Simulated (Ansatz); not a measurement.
Relaxed Zr (hcp, Mg type):

```xyz
4
Lattice="6.4625 0.0000 0.0000 -1.6156 2.7984 0.0000 0.0000 0.0000 5.1732" Properties=species:S:1:pos:R:3 pbc="T T T"
Zr     0.0000     1.8656     3.8799
Zr     3.2313     1.8656     3.8799
Zr     1.6156     0.9328     1.2933
Zr     4.8469     0.9328     1.2933
```

A phonon eigenvector at M = (0.5, 0.0, 0.0) is frozen into this cell: atom i moves by Q times the vector below, so Q is the largest atomic displacement, in Å. The cell is held. (q is in reciprocal vectors of the primitive cell; the cell shown is doubled to hold the pattern.)

```tsv
atom	x	y	z
Zr1	0.000	0.000	1.000
Zr2	0.000	0.000	-1.000
Zr3	0.000	0.000	1.000
Zr4	0.000	0.000	-1.000
```

Calculation: PBE (plane waves to 420 eV, PAW, scalar-relativistic; Ansatz, an electronic-structure program). k mesh 17×17×9 (Γ-centred), Fermi-Dirac smearing 0.05 eV. With partly filled bands, energies and forces of such displacements shift with the k mesh and the smearing. Zr is run without spin polarisation. Zr was relaxed with its symmetry unable to fall. 

| Q (Å) | −dE/dQ from forces (eV/Å) |
|---|---|
| -0.180 | 1.815 |
| -0.150 | 1.394 |
| -0.120 | 1.053 |
| -0.090 | 0.768 |
| -0.060 | 0.503 |
| -0.030 | 0.247 |
| 0.000 | 0.000 |
| 0.030 | -0.247 |
| 0.060 | -0.503 |
| 0.090 | -0.768 |
| 0.120 | -1.053 |
| 0.150 | -1.394 |
| 0.180 | -1.815 |

Problem. What harmonic wavenumber does the curvature at Q = 0 give?

Solution. 78 cm⁻¹. E″ = 8.19 eV/Å², M = Σ mᵢ|uᵢ|² = 364.9 u, ν̃ = 521.5·√(|E″|/M).

(A displaced cell: forces are minus the slopes of the energy, force constants its curvatures, and phonons follow from these.)
